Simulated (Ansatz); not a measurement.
## Two-dimensional strain map in KCaCl$_{3}$

Level of theory: DFT LDA, scalar-relativistic, plane waves, PAW in Ansatz 0.2.0. The runs took a 420 eV cutoff, a Γ-centred 4×4×4 mesh and Gaussian smearing (0.05 eV). No spin polarisation. Energies are free energies at this smearing, counted from the undisturbed cell; pressure is positive in compression.

The starting cell (as given, not relaxed at this level; it stands at -2.7 GPa, and it needn't be the usual structure):

```
K Ca Cl
1.0
     5.39352    0.00000    0.00000
     0.00000    5.39352    0.00000
     0.00000    0.00000    5.39352
K Ca Cl
1 1 3
Direct
  0.00000 0.00000 0.00000
  0.50000 0.50000 0.50000
  0.00000 0.50000 0.50000
  0.50000 0.00000 0.50000
  0.50000 0.50000 0.00000
```

The cell is strained by p along both x and y and by q along z, fractional coordinates fixed. Points are written (p, q).

Energy above the undisturbed cell in meV/atom (a dash: not computed):

```
 p \ q  -0.080  -0.040  0.000  0.040  0.080
-0.080    34.2     9.8   10.6   27.0   52.6
-0.040   -11.1       –  -21.9      –   30.5
 0.000    -0.4       –    0.0      –   61.8
 0.080   114.6       –  132.1      –  209.6
```

Pressure in GPa:

```
 p \ q  -0.080  -0.040  0.000  0.040  0.080
-0.080     6.2     4.1    2.7    1.7    1.0
-0.040     2.2       –   -0.7      –   -1.9
 0.000    -0.3       –   -2.7      –   -3.6
 0.080    -2.6       –   -4.3      –   -4.9
```

Gap on the k-mesh in eV:

```csv
p \ q,-0.080,-0.040,0.000,0.040,0.080
-0.080,4.87,4.71,4.54,4.37,4.21
-0.040,4.66,–,4.46,–,4.19
0.000,4.47,–,4.35,–,4.12
0.080,4.13,–,4.02,–,3.88
```

Symmetry holds off the tilts and polar distortions that many cubic perovskites undergo.